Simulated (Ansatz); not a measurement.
Consider the following.

YIn6Cu6:
```yaml
crystal:
  lattice:
    - [-2.70537, 4.55462, 4.59209]
    - [2.70537, -4.55462, 4.59209]
    - [2.70537, 4.55462, -4.59209]
  atoms:
    - { symbol: Y, position: [0.00000, 0.00000, 0.00000] }
    - { symbol: In, position: [0.33725, 0.00000, 0.33725] }
    - { symbol: In, position: [0.66275, 0.00000, 0.66275] }
    - { symbol: In, position: [0.34233, 0.34233, 0.00000] }
    - { symbol: In, position: [0.65767, 0.65767, 0.00000] }
    - { symbol: In, position: [0.81764, 0.31764, 0.50000] }
    - { symbol: In, position: [0.18236, 0.68236, 0.50000] }
    - { symbol: Cu, position: [0.00000, 0.50000, 0.00000] }
    - { symbol: Cu, position: [0.50000, 0.00000, 0.00000] }
    - { symbol: Cu, position: [0.00000, 0.00000, 0.50000] }
    - { symbol: Cu, position: [0.50000, 0.50000, 0.50000] }
    - { symbol: Cu, position: [0.76301, 0.50000, 0.26301] }
    - { symbol: Cu, position: [0.23699, 0.50000, 0.73699] }
```

This is the r²SCAN-relaxed structure.

**Question.** All from DFT-r²SCAN in the program Ansatz with PAW potentials, unless another level is named. Predict the formation energy from the elements (no fitted shifts).

**Answer.** -0.20 eV/atom.

**Question.** Predict the density of states at the Fermi level.

**Answer.** 0.22 states/eV per atom (mean over ±0.08 eV).

Space group Immm. The first step of the workflow began from a Materials Project structure, measured or hypothetical; the Crystallography Open Database copy checked does not list it. Whether it is the stable phase at ambient conditions was not checked. Symmetry was held in the r²SCAN relaxation; its stability against distortions is not shown here. The run is not spin-polarised. The references are the lowest solids computed at this level, not always the standard phases. Spin–orbit coupling is left out wherever it is not named.

Potentials: the later of the program's two PAW sets.
